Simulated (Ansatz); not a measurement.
# Ta: an elastic constant from a strain scan

These are results of DFT r2SCAN, scalar-relativistic, plane waves, PAW (Ansatz 0.2.0), not measurements. Cutoff 500 eV, Γ-centred 26×26×26 k-points, Gaussian smearing of 0.15 eV. Spin–orbit coupling is left out, which can shift energies with elements as heavy as these. No spin polarisation. Energies are free energies at this smearing, counted from the undisturbed cell; pressure is positive in compression.

Reference structure (relaxed at this level; with this scan's settings it stands at 0.1 GPa):

```
Ta
1.0
    -1.65229    1.65229    1.65229
     1.65229   -1.65229    1.65229
     1.65229    1.65229   -1.65229
Ta
1
Direct
  0.00000 0.00000 0.00000
```

The cell is strained by ε times the Voigt pattern (0, 1, 0, 0, 0, 0) (xx, yy, zz, yz, xz, xy; engineering shear) with fractional coordinates fixed. The cell holds 1 atom in V0 = 18.04 Å³. The stress column is τ = (1/V0) dE/dε, got from the stress tensor σ (compression positive) at each point as −det(1 + εP) σ : P(1 + εP)⁻¹, with P the pattern as a tensor.

| ε | ΔE (meV/atom) | τ (GPa) |
| --- | --- | --- |
| -0.0400 | ? | ? |
| -0.0200 | 6.937 | -6.126 |
| 0.0000 | 0.000 | -0.138 |
| 0.0100 | 1.405 | 2.599 |
| 0.0300 | 12.906 | 7.484 |

Task: Which combination of elastic constants does this scan measure, and how large is it?

Result: For small ε, τ = τ0 + Kε with K = pᵀCp, which for this pattern is C11 in the cubic axes. The parabola through τ at ε = -0.0200, 0 and 0.0100 has slope K = 282 GPa at zero. The energies per cell, E = NΔE, of the same two points give K = 2[E(ε₊)/ε₊ − E(ε₋)/ε₋]/[(ε₊ − ε₋)V0] = 289 GPa, in agreement.

Task: Predict the withheld row at ε = -0.0400 from the harmonic law, and compare.

Result: ΔE = V0(τ0 ε + Kε²/2)/N = 26.045 meV/atom and τ = -11.43 GPa. The calculation gives 28.008 meV/atom and -12.67 GPa: the energy lies 8 % above the harmonic value, as bonds stiffen under compression.

In a metal these slopes depend on the k mesh and the smearing.

Cost: 5 runs of about 1.4 core-minutes in all, on Intel Xeon Platinum 8488C (Sapphire Rapids) (shared hosts).